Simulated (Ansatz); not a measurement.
MoHS₂ in space group P6_3mc (No. 186; S on 2b, Mo on 2b, S on 2b, H on 2b) under volume change, the program Ansatz at the r²SCAN+D4 level (PAW), shape and atoms relaxed at each volume.

| V (Å³/atom) | E − E(relaxed) (meV/atom) | P (GPa) |
|---|---|---|
| 13.348 | [?] | [?] |
| 13.788 | 9.8 | 3.89 |
| 14.228 | 2.3 | 1.71 |
| 14.668 | 0.0 | 0.00 |
| 15.108 | 2.0 | -1.36 |
| 15.549 | [?] | [?] |
| 15.989 | 13.1 | -2.97 |

What belongs in the gaps?


- 13.348, E − E(relaxed) (meV/atom): 24.3
- 13.348, P (GPa): 6.74
- 15.549, E − E(relaxed) (meV/atom): 7.1
- 15.549, P (GPa): -2.34

What does a third-order Birch–Murnaghan fit give for V₀, B₀ and B′?

V₀ = 14.66 Å³/atom, B₀ = 49.8 GPa, B′ = 8.1.

The cell is a constructed one: a structure type filled with these elements; neither database checked (COD, Materials Project) lists it. Whether it is the stable phase at ambient conditions was not checked. The r²SCAN+D4 relaxation kept the symmetry of its start; its stability against distortions is not shown here. The run is not spin-polarised. Spin–orbit coupling is left out wherever it is not named.

Potentials: the later of the program's two PAW sets.
